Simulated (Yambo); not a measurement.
Yambo run on KCaF$_{3}$ (cubic perovskite, space group Pm-3m, No. 221). The wavefunctions are PBEsol (pw.x of Quantum ESPRESSO, ONCV potentials, no spin-orbit coupling) ones on a 4×4×4 mesh (20 occupied bands); a = 4.4817 Å, b = 4.4817 Å, c = 4.4817 Å, α = 90.00°, β = 90.00°, γ = 90.00°.

Yambo input:

```
rim_cut
gw0
dyson
el_el_corr
HF_and_locXC
ppa
em1d
RandQpts= 1000000
RandGvec= 1 Ry
EXXRLvcs= 84 Ry
VXCRLvcs= 336 Ry
Chimod= "HARTREE"
% BndsRnXp
 1 | 133 |
%
NGsBlkXp= 6 Ry
% LongDrXp
 1.0 | 1.0 | 1.0 |
%
PPAPntXp= 27.2114 eV
% GbndRnge
 1 | 133 |
%
GTermKind= "BG"
DysSolver= "n"
ExtendOut
% QPkrange
 1 | 1 | 20 | 21 |
 10 | 10 | 20 | 20 |
%
```

k points by index: 1 = Γ, 10 = R.

The o-*.qp file then holds:

```
#    K-point    Band    Eo [eV]    E [eV]    E-Eo [eV]    Vxc [eV]    Vnlxc [eV]    Sc|Eo [eV]    Sc|E [eV]    dSc/dw|Eo [eV]    Re(Z)    Im(Z)
#
    1    20    -0.181752    -2.722578    -2.540826    -22.25050    -30.03969    4.671059    5.248361    -6.182355    0.814863    -0.001159
    1    21    6.056064    7.194144    1.138080    -8.087450    -3.998021    -2.824485    -2.951348    -3.033116    0.899713    -0.608736E-3
    10    20    0.000000    -2.554613    -2.554613    -22.09159    -29.93897    4.705495    5.292767    -6.255171    0.813090    -0.001171
```
(The two width columns are left out.) Convergence of these settings isn't established.

Geometry of the Materials Project entry, not relaxed at this level.

The structure is a Materials Project entry; no match was found in the copy of COD used, and its stability was not checked.
